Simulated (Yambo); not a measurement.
G0W0@PBEsol for SiO₂ (space group P6_322, No. 182) in Yambo. Reference settings: 3×3×2 Γ-centred k mesh, 273 bands and a 7 Ry block in the screening, 273 bands in G with the Bruneval-Gonze terminator, plasmon pole fitted at 27.2 eV. The PBEsol gap (0, 0.333, 0) → Γ on this mesh is 5.68 eV; G0W0 gaps are taken between the same points.

The settings were changed. The gap went from 8.51 eV to 8.38 eV, and the shift of the valence edge from -1.87 eV to -1.66 eV.

### Question
What was changed between the two runs?
(A) 175 bands in W, 175 bands in G
(B) no random integration
(C) 128 bands in W
(D) pole fitted at 55 eV

### Answer
B, no random integration. The others gave (gap, valence shift): pole fitted at 55 eV: 8.55, -1.94 eV; 128 bands in W: 8.57, -1.77 eV; 175 bands in W, 175 bands in G: 8.53, -1.81 eV.

Geometry of the Materials Project entry, not relaxed at this level; primitive cell a = b = 5.069 Å, c = 8.558 Å, α = β = 90.00°, γ = 120.00°.

This is not the ordinary phase of the substance; no match was found in the copy of COD used, and its stability was not checked.

A shift is the quasiparticle energy of the state minus its PBEsol energy.
